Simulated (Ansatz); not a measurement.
# Structure relaxation, Bi

The start is a generated trial cell of Bi in the AFLOW prototype A_hP1_191_a (A_f, as in Sn). The cell and all atomic positions are relaxed at zero pressure with r2SCAN (plane waves to 500 eV, PAW, scalar-relativistic; Ansatz, a first-principles code). The first steps use a coarse 11×11×10 k-mesh.

The start:
```yaml
crystal:
  lattice:
    - [3.45951, 0.00000, 0.00000]
    - [-1.72976, 2.99603, 0.00000]
    - [0.00000, 0.00000, 3.22148]
  atoms:
    - { symbol: Bi, position: [0.00000, 0.00000, 0.00000] }
```

Q: By how much does the energy per atom fall from start to end?

A: 0.01 eV/atom.

Q: How does the volume change?

A: -0.6 %, from 33.39 to 33.20 Å³/atom.

Q: Is the relaxed structure metallic? Give its gap.

A: Zero (metallic).

The space group stays P6/mmm (No. 191) (the run could not lower it); the end is AFLOW prototype A_hP1_191_a (A_f, as in Sn), with 1 atom in the primitive cell. Final values are on a 16×16×14 k-mesh of the relaxed cell. No spin polarisation in the result.

The run could not lose the symmetry of its start, so the end can be a saddle point.

The relaxed structure here is a generated cell of Bi: the first start was made by placing the elements on the sites of a structure type, and the end was not matched to a known phase here, so it may be hypothetical. Known forms of Bi include space group No. 166.
